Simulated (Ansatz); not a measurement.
The elements of this relaxed trial crystal are hidden behind letters.

```
lattice vectors (Å)
  -2.7587    2.7587    5.4756
   2.7587   -2.7587    5.4756
   2.7587    2.7587   -5.4756
fractional positions
X 0.0000 0.0000 0.0000
X 0.2500 0.7500 0.5000
X 0.7500 0.2500 0.5000
Z 0.5000 0.5000 0.0000
Q 0.6057 0.6057 0.4407
Q 0.1650 0.1650 0.5593
Q 0.8350 0.3943 0.0000
Q 0.3943 0.8350 0.0000
```

Computed with Ansatz, DFT PBE, scalar-relativistic, plane waves, PAW. Cutoff 420 eV, Γ-centred 8×8×8 mesh (8-atom cell), Gaussian smearing of 0.02 eV, no spin polarisation.

| Item | Value |
| --- | --- |
| Space group | I-42m (No. 121) |
| Conventional cell | a = 5.517 Å, c = 10.951 Å |
| Volume per atom | 20.84 Å³ |
| Density | 5.18 g/cm³ |
| Energy over the elements | −0.197 eV/atom |
| Gap on the 8×8×8 mesh of the 8-atom cell | 0.66 eV |

Energies are uncorrected and count from the elements' standard states at the same level.

Problem. X is a p-block element of period 4, Z is a p-block element of period 2 and Q is a p-block element of period 4. Which elements are they?

Solution. X = Ga, Z = B, Q = As, so the formula is Ga3BAs4. Density times volume gives a mean mass of 5.18 × 20.84/1.6605 = 65.0 u per atom, and this set has 65.0 u. Ga on a site of symmetry -42m has 4 As at 2.52 Å; around B lie 4 As at 2.13 Å; As is surrounded by 1 B at 2.13 Å and 3 Ga at 2.46–2.52 Å; 1 more site not described. Other sets within the hints have nearly the same mass, so mass alone doesn't settle it; this one was computed.

Kohn–Sham gaps at this level usually fall short of measured ones. A structure relaxed within its symmetry needn't be a true minimum.
